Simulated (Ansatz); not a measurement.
Data:

Ge₂Rh:
```yaml
crystal:
  lattice:
    - [0.00000, 4.09688, 4.95070]
    - [2.35120, 0.00000, 4.95070]
    - [2.35120, 4.09688, 0.00000]
  atoms:
    - { symbol: Ge, position: [0.66918, 0.33082, 0.66918] }
    - { symbol: Ge, position: [0.33082, 0.66918, 0.33082] }
    - { symbol: Ge, position: [0.58082, 0.91918, 0.58082] }
    - { symbol: Ge, position: [0.91918, 0.58082, 0.91918] }
    - { symbol: Rh, position: [0.00000, 0.00000, 0.00000] }
    - { symbol: Rh, position: [0.25000, 0.25000, 0.25000] }
```

This is the PBE-relaxed structure.

Q: All from PBE in the plane-wave PAW code Ansatz, unless another level is named. Give the electronic character.

A: metallic (no gap).

Q: Predict the density of states at the Fermi level.

A: 0.56 states/eV per atom (mean over ±0.08 eV).

Q: Give the formation energy from the elements (no fitted shifts).

A: -0.077 eV/atom.

Space group Fddd. The cell is a constructed one: a structure type filled with these elements; neither database checked (COD, Materials Project) lists it. Whether it is the stable phase at ambient conditions was not checked. Symmetry was held in the PBE relaxation; its stability against distortions is not shown here. The run is not spin-polarised. The references are the lowest solids computed at this level, not always the standard phases. Scalar-relativistic: spin–orbit coupling is off unless named, which matters more the heavier the elements.

Potentials: the later of the program's two PAW sets.
